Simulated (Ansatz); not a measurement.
A geometry of ZnCu$_{2}$SnS$_{4}$ away from equilibrium: the start of the relaxation of a relaxed ZnCu2SnS4 cell with every coordinate shifted by Gaussian noise of σ = 0.1 Å. All values below come from r2SCAN (plane waves to 500 eV, PAW, scalar-relativistic; Ansatz, a quantum-chemistry and plane-wave program). Γ-centred k-mesh 5×5×6 on the run's cell (coarser than for final values), Fermi–Dirac smearing 0.05 eV.

```xyz
8
Lattice="-2.7072 2.7072 5.4113 2.7072 -2.7072 5.4113 2.7072 2.7072 -5.4113" Properties=species:S:1:pos:R:3 pbc="T T T"
Cu    -0.0632     0.0599    -0.1600
Cu     0.0706     2.6780     2.7461
Zn     2.7380     0.0421     2.6133
Sn    -0.0364    -0.0797     5.4324
S      1.3943     1.3834     3.8715
S      1.2507     1.0853    -1.4981
S      1.3113    -1.4013     6.7432
S      1.2154     4.0376     1.5727
```

Task: Which atoms carry the largest force, and which way does it point?

Result: 2.37 eV/Å, on Sn4 (atoms numbered as listed); on Sn4 its components are (-1.40, 1.21, -1.49).

Task: What is the pressure?

Result: +1.9 GPa, compression positive.

Task: How much energy per atom can still be gained by relaxing?

Result: 0.10 eV/atom; the path ends in I-4 (No. 82).

No spin polarisation in the result.
